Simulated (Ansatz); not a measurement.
HfO$_{2}$ (P2_1/c), relaxed with PBEsol (Ansatz, a quantum-chemistry and plane-wave program, plane waves, PAW): a = 5.096 Å, b = 5.177 Å, c = 5.271 Å, α = γ = 90.00°, β = 99.62°.

gap (eV): 3.97

Task: The same phase is relaxed and computed with HSE06 in the same code. What are the cell and these values now?

Result: a = 5.127 Å, b = 5.175 Å, c = 5.301 Å, α = γ = 90.00°, β = 99.56°.

* **gap (eV)**: 5.72

All cells were relaxed under the symmetry of their starts (and spin orders); stability against distortions was not tested throughout. Rows with no word on spin ran without spin polarisation. Scalar-relativistic: spin–orbit coupling is off unless named, which matters more the heavier the elements.

Potentials: the later of the program's two PAW sets.

Ansatz is a plane-wave DFT program.
